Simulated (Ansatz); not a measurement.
**Mechanical response of LuAgO2 (R-3m)**

```
CELL_PARAMETERS angstrom
1.69567 0.97900 6.16317
-1.69567 0.97900 6.16317
0.00000 -1.95799 6.16317
ATOMIC_POSITIONS crystal
Lu 0.50000 0.50000 0.50000
Ag 0.00000 0.00000 0.00000
O 0.88950 0.88950 0.88950
O 0.11050 0.11050 0.11050
```

Conventional cell: a = 3.391 Å, b = 3.391 Å, c = 18.489 Å, α = 90.00°, β = 90.00°, γ = 120.00°. Around Lu (atom 1) lie 6 O at 2.22 Å. Around Ag (atom 2) lie 2 O at 2.04 Å. O (atom 3) is surrounded by 1 Ag at 2.04 Å and 3 Lu at 2.22 Å.

Level of theory, where no other is named: PBEsol, all-electron LAPW in Ansatz 0.2.0, scalar-relativistic. k mesh 8×8×8, strains of ±0.005, fixed occupations, basis error target 1 meV/atom. The cell was relaxed by PAW under this functional. This phase needn't be the one found at ambient conditions.

The cell is trigonal and carries a residual pressure of 0.01 GPa at this level. Each strain component that symmetry leaves independent is applied at ±0.005, the ions relax wherever a strain frees them, and the stress (tension positive, GPa) is read. Shears are engineering strains, γ = 2ε.

| strain | size | σxx | σyy | σzz | σyz | σxz | σxy |
| --- | --- | --- | --- | --- | --- | --- | --- |
| xx | -0.005 | -0.9515 | -0.3302 | -0.4534 | 0.0022 | 0.0000 | 0.0000 |
| xx | +0.005 | 0.9035 | 0.2961 | 0.4304 | -0.0029 | 0.0000 | 0.0000 |
| zz | -0.005 | -0.4664 | -0.4664 | -1.5081 | 0.0000 | 0.0000 | 0.0000 |
| zz | +0.005 | 0.4176 | 0.4176 | 1.4588 | 0.0000 | 0.0000 | 0.0000 |
| yz | -0.005 | -0.0102 | -0.0149 | -0.0029 | -0.0532 | 0.0000 | 0.0000 |
| yz | +0.005 | -0.0154 | -0.0097 | -0.0029 | 0.0528 | 0.0000 | 0.0000 |

A central difference gives one constant, for example C11 ≈ (0.9035 − (-0.9515))/(0.01) = 185.5 GPa; the program then imposes the crystal's symmetry on the whole matrix.

Q: What are the independent elastic constants?

A: C11 = 185.5, C12 = 62.6, C13 = 88.4, C14 = -0.5, C33 = 296.7, C44 = 10.6 GPa.

Q: Is the crystal stable against homogeneous strain?

A: The least eigenvalue of the 6×6 matrix is 10.6 GPa, so yes.

Q: What moduli does a random aggregate of grains have?

A: Voigt and Reuss bounds: B from 118.8 to 127.4 and G from 21.3 to 45.1 GPa; their means are B = 123.1 and G = 33.2 GPa. Then E = 9BG/(3B + G) = 91.4 GPa, ν = (3B − 2G)/(6B + 2G) = 0.376 and B/G = 3.71, on the ductile side of Pugh's 1.75 (a rule of thumb, made for metals; it doesn't predict ductility here).

Q: With the density of 8.516 g/cm³, how fast does sound travel, and what Debye temperature follows?

A: 

```csv
direction,slow (m/s),middle (m/s),fast (m/s)
x,1115,2686,4667
y,1115,2686,4667
z,1116,1116,5902
```

The mean of v⁻³ over directions and branches gives v_m = 2095 m/s and θ_D = (ħ/k_B) v_m (6π²n)^(1/3) = 251 K, n being atoms per volume. Young's modulus spans 39 to 234 GPa over directions, and the universal anisotropy index is 5.65.

Q: How far do the constants move if PAW replaces LAPW in the same cell?

A: 

```tsv
constant	LAPW (GPa)	PAW (GPa)	difference
C11	185.5	185.6	0.1
C12	62.6	62.7	0.1
C13	88.4	88.5	0.1
C14	-0.5	-0.5	0.0
C33	296.7	297.1	0.4
C44	10.6	10.4	-0.2
```

Limits of these numbers: the frozen-core PAW files of the compared runs were fitted under PBE, their cores solved anew for this functional.
